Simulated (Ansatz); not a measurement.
# YbAs₄Rh₆: reading a single point

```
CELL_PARAMETERS angstrom
7.19749 0.00000 0.00000
-3.59874 6.23321 0.00000
0.00000 0.00000 3.74957
ATOMIC_POSITIONS crystal
Rh 0.19960 0.80040 0.50000
Rh 0.60080 0.80040 0.50000
Rh 0.19960 0.39920 0.50000
As 0.81190 0.18810 0.50000
As 0.37620 0.18810 0.50000
As 0.81190 0.62380 0.50000
As 0.33330 0.66670 0.00000
Yb 0.00000 0.00000 0.00000
Rh 0.53450 0.46550 0.00000
Rh 0.93100 0.46550 0.00000
Rh 0.53450 0.06900 0.00000
```

Level: r2SCAN, no spin polarisation; 500 eV; 4×4×6 Γ-centred mesh; fermi-dirac occupations (width 0.1033 eV); Ansatz 0.2.0, fixed geometry.

(1) What happens at the Fermi level?

(2) Describe some of the short contacts.

(3) What is the formation energy?

(4) Where is the largest force?

(5) Is the cell too large or too small?

Origin: a database entry at a rescaled volume. Caveats: no spin polarisation, so a magnetic state may lie lower; f levels without a U or exact exchange are poorly placed.

## Answers

(1) It is a metal, with about 6 states/eV a cell as the mean within 0.25 eV of the Fermi level, mostly Rh d (62 %) and As p (17 %).

(2) Rh–As at 2.42 Å: least valence density 0.57 e/Å³ and ELF 0.43 there. Rh–Rh at 2.85 Å: least valence density 0.28 e/Å³ and ELF 0.23 there. Yb–As at 3.00 Å: least valence density 0.17 e/Å³ and ELF 0.10 there. Both are smooth PAW fields, read partly inside the augmentation spheres.

(3) -0.73 eV an atom against the elements' usual phases (free molecules for gases, crystals otherwise, with no correction for O₂ or N₂), so it is bound against them; other compounds may still compete. Relaxing would lower it.

(4) The largest is on Rh1 (and as large on other atoms): 0.11 eV/Å, components (-0.10, 0.05, 0.00). It makes 57° with the line to a nearest neighbour, As5 at 2.42 Å.

(5) The pressure is 2.6 GPa (compression positive), so with the atoms held at these fractions the cell would first expand.
